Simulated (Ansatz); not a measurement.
MnPt: zone-centre modes under pressure

MnPt, P4/mmm, a = 2.638 Å, c = 3.683 Å. The structure is a COD entry; whether it is the stable form wasn't checked. Ansatz: LDA, PAW, 420 eV, Γ-centred 16×16×12 mesh on 2 atoms, Gaussian smearing 0.20 eV; collinear spin, largest moment 1.9 μB. Cell and atoms are relaxed at each pressure with the symmetry kept; optical modes at Γ by linear response, in cm⁻¹, matched by rank (the highest 2 distinct ones).

| P (GPa) | V (Å³/atom) | ω1 | ω2 |
| --- | --- | --- | --- |
| 0 | 12.818 | 188.5 | 249.4 |
| 2 | 12.715 | 191.3 | 252.4 |
| 6 | 12.527 | ? | ? |

Get each mode's Grüneisen parameter γ = −d ln ω/d ln V from the other rows and predict the missing frequencies.

ln(V/V0) = 0.0000, -0.0081, -0.0230; a line through ln(ω/ω0) of the 2 known rows gives ω1: γ = 1.820, predicted 196.6, computed 196.8; ω2: γ = 1.476, predicted 258.0, computed 258.2. The worst miss is 0.1 %, or 3 % of the shift under pressure, so a constant γ serves at that level. In a metal these frequencies hang on the mesh and smearing.

Only parallel moments were tried here. The moments are parallel here; the real alloy orders antiferromagnetically, with another cell and stiffness. Spin–orbit coupling is left out, which can shift energies with elements as heavy as these.